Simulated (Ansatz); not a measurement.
What DFT gives for K₃YV₂O₈

```
Y V O K
1.0
     5.86131    0.00000    0.00000
    -2.93066    5.07605    0.00000
     0.00000    0.00000    7.59376
Y V O K
1 2 8 3
Direct
  0.00000 0.00000 0.50000
  0.66670 0.33330 0.74850
  0.33330 0.66670 0.25150
  0.66670 0.33330 0.95870
  0.33330 0.66670 0.04130
  0.35040 0.17520 0.67350
  0.82480 0.17520 0.67350
  0.82480 0.64960 0.67350
  0.17520 0.35040 0.32650
  0.17520 0.82480 0.32650
  0.64960 0.82480 0.32650
  0.66670 0.33330 0.29310
  0.33330 0.66670 0.70690
  0.00000 0.00000 0.00000
```

Single point in Ansatz 0.2.0 with r2SCAN, with U_eff = 3.76 eV on V d (atomic projectors), no spin polarisation. Cutoff 500 eV, PAW datasets, 5×5×4 Γ-centred k mesh, methfessel-paxton filling (width 0.0192 eV).

(1) Is the cell too large or too small?

(2) What is the character of the valence top and the conduction bottom?

(3) Describe some of the short contacts.

(4) Which atom feels the largest force, and which way?

(5) Is there a gap, and of what kind?

Origin: a database entry at a rescaled volume. Caveats: no spin polarisation, so a magnetic state may lie lower; forces this large suggest misplaced atoms in the database entry; atoms or cell far from equilibrium.

Answers

(1) The pressure is 6.3 GPa (compression positive), so with the atoms held at these fractions the cell would first expand; the forces are large, so a full relaxation may end otherwise. The principal stresses 5.3, 5.3, 8.4 GPa differ, so its shape would change too.

(2) Within 0.7 eV of the edges, the states project mainly on O p (97 %) below the gap and on V d (65 %) and O p (20 %) above it.

(3) V–O at 1.60 Å: least valence density 1.89 e/Å³ and ELF 0.41 there. Y–O at 2.21 Å: least valence density 0.46 e/Å³ and ELF 0.14 there. K–O at 2.54 Å: least valence density 0.17 e/Å³ and ELF 0.05 there, a closed-shell (ionic or weak) contact. Both are smooth PAW fields, read partly inside the augmentation spheres.

(4) The largest is on O4 (and as large on other atoms): 2.64 eV/Å, components (0.00, 0.00, 2.64). It makes 180° with the line to a nearest neighbour, V2 at 1.60 Å, pointing away from it.

(5) The gap is 4.25 eV, indirect (the least direct gap found is 4.34 eV).
